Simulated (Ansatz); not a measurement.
Bi₂Se₃:
```cif
data_Bi8Se12
_chemical_formula_sum 'Bi8 Se12'
_space_group_name_H-M_alt 'Pnma'
_space_group_IT_number 62
_space_group_name_Hall '-P 2ac 2n'
_cell_length_a 12.04951
_cell_length_b 4.12283
_cell_length_c 11.57138
_cell_angle_alpha 90.000
_cell_angle_beta 90.000
_cell_angle_gamma 90.000
loop_
_space_group_symop_operation_xyz
  'x, y, z'
  '-x, -y, -z'
  '-x+1/2, -y, z+1/2'
  'x+1/2, y, -z+1/2'
  'x+1/2, -y+1/2, -z+1/2'
  '-x+1/2, y+1/2, z+1/2'
  '-x, y+1/2, -z'
  'x, -y+1/2, z'
loop_
_atom_site_label
_atom_site_type_symbol
_atom_site_symmetry_multiplicity
_atom_site_Wyckoff_symbol
_atom_site_fract_x
_atom_site_fract_y
_atom_site_fract_z
_atom_site_occupancy
Bi1 Bi 4 c 0.48271 0.25000 0.32899 1
Bi2 Bi 4 c 0.15348 0.25000 0.53826 1
Se1 Se 4 c 0.28505 0.25000 0.19624 1
Se2 Se 4 c 0.05290 0.75000 0.36693 1
Se3 Se 4 c 0.12541 0.25000 0.94747 1
```

Relaxed with r²SCAN+D4. r²SCAN+D4 (plane waves, PAW; program Ansatz) gives a gap of 1.30 eV.

Question: What gap does HSE06 give on the same cell (Ansatz, PAW)?

Answer: 1.54 eV, 0.24 eV more. The hybrid was solved on a coarser mesh and at special points; its gap is the smallest among all of these.

```json
[
 {"k": "Γ", "v1 r²SCAN+D4": "-0.10", "c1 r²SCAN+D4": "1.41", "v1 HSE06": "[?]", "c1 HSE06": "[?]"},
 {"k": "X", "v1 r²SCAN+D4": "-0.01", "c1 r²SCAN+D4": "1.56", "v1 HSE06": "[?]", "c1 HSE06": "[?]"},
 {"k": "Z", "v1 r²SCAN+D4": "-0.18", "c1 r²SCAN+D4": "1.44", "v1 HSE06": "[?]", "c1 HSE06": "[?]"},
 {"k": "U", "v1 r²SCAN+D4": "-0.23", "c1 r²SCAN+D4": "1.44", "v1 HSE06": "-0.23", "c1 HSE06": "1.70"},
 {"k": "Y", "v1 r²SCAN+D4": "-0.37", "c1 r²SCAN+D4": "2.10", "v1 HSE06": "[?]", "c1 HSE06": "[?]"},
 {"k": "S", "v1 r²SCAN+D4": "-0.41", "c1 r²SCAN+D4": "2.33", "v1 HSE06": "-0.45", "c1 HSE06": "2.64"},
 {"k": "T", "v1 r²SCAN+D4": "-0.49", "c1 r²SCAN+D4": "1.87", "v1 HSE06": "-0.53", "c1 HSE06": "2.13"},
 {"k": "R", "v1 r²SCAN+D4": "-0.75", "c1 r²SCAN+D4": "2.10", "v1 HSE06": "-0.82", "c1 HSE06": "2.42"}
]
```

Question: Top valence (v1) and lowest conduction level (c1) in eV from each method's valence maximum (which need not be a listed point): supply the withheld HSE06 values.

Answer: 
- X, v1 HSE06: -0.01
- X, c1 HSE06: 1.81
- Γ, v1 HSE06: -0.11
- Γ, c1 HSE06: 1.66
- Z, v1 HSE06: -0.20
- Z, c1 HSE06: 1.69
- Y, v1 HSE06: -0.40
- Y, c1 HSE06: 2.42

Cost on shared cores: the r²SCAN+D4 run (SCF on a 3×7×3 mesh, then bands and DOS) about 100 core-minutes (a rough figure), the HSE06 run (SCF on 2×4×2, then a few points) very roughly 100 core-minutes; the tasks are unlike.

The cell is a constructed one: a structure type filled with these elements; the Crystallography Open Database files this formula in space group No. 62, but the cells were not matched. It is not the phase usual at ambient conditions (space group No. 166). The cell was relaxed with r²SCAN+D4 under the symmetry of its start; its stability against distortions is not shown here. Spin–orbit coupling is left out wherever it is not named.

Potentials: the later of the program's two PAW sets.
